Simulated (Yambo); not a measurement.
Absorption of K2PdBr4 (space group P4/mmm, No. 123) with and without the electron-hole interaction (Yambo, PBEsol bands; 4×4×4 mesh, 16 valence and 8 conduction bands, static screening with 120 bands and a 3 Ry block, scissor 2.15 eV, Tamm-Dancoff; field along x). Axes are Cartesian, with cell vectors (Å) (7.43, 0.00, 0.00), (0.00, 7.43, 0.00), (0.00, 0.00, 4.33).

```
E (eV)  Im ε, BSE  Im ε, independent quasiparticles
------  ---------  --------------------------------
0.50         0.03                              0.02
0.60         0.03                              0.02
0.70         0.03                              0.02
0.80         0.03                              0.02
0.90         0.03                              0.03
1.00         0.03                              0.03
1.10         0.04                              0.03
1.20         0.04                              0.03
1.30         0.04                              0.03
1.40         0.04                              0.03
1.50         0.04                              0.03
1.60         0.05                              0.03
1.70         0.05                              0.04
1.80         0.05                              0.04
1.90         0.06                              0.04
2.00         0.06                              0.04
2.10         0.07                              0.04
2.20         0.07                              0.05
2.30         0.08                              0.05
2.40         0.09                              0.05
2.50         0.10                              0.06
2.60         0.11                              0.06
2.70         0.13                              0.07
2.80         0.15                              0.07
2.90         0.18                              0.08
3.00         0.24                              0.08
3.10         0.34                              0.09
3.20         0.50                              0.10
3.30         0.54                              0.11
3.40         0.52                              0.12
3.50         0.60                              0.14
3.60         0.83                              0.16
3.70         1.36                              0.19
3.80         2.28                              0.24
3.90         2.39                              0.30
4.00         1.57                              0.37
4.10         1.10                              0.44
4.20         0.93                              0.57
4.30         0.92                              0.74
4.40         1.08                              1.07
4.50         1.48                              1.67
4.60         2.33                              2.19
4.70         4.09                              2.44
4.80         6.36                              2.90
4.90         5.22                              3.44
5.00         2.97                              3.42
5.10         1.85                              3.45
5.20         1.40                              3.12
5.30         1.21                              2.68
5.40         1.19                              2.43
5.50         1.39                              2.38
5.60         1.95                              2.85
5.70         3.12                              3.27
5.80         4.28                              3.65
5.90         4.04                              3.63
6.00         3.62                              3.31
6.10         3.63                              3.63
6.20         2.79                              4.04
6.30         2.12                              4.22
6.40         1.83                              3.73
6.50         1.94                              3.07
6.60         1.99                              2.52
6.70         1.83                              2.42
6.80         2.07                              2.38
6.90         2.54                              2.11
7.00         2.42                              1.80
7.10         2.31                              1.60
7.20         2.62                              1.31
7.30         2.77                              1.19
7.40         2.22                              1.22
```

The scissor comes from a G0W0 run whose convergence isn't established. Broadening 0.15 eV. The band window holds all transitions up to 9.4 eV. Fine structure above the onset can come from the mesh.

Spin-orbit splittings are left out.

Geometry of the Materials Project entry, not relaxed at this level; primitive cell a = b = 7.432 Å, c = 4.332 Å, α = β = γ = 90.00°.
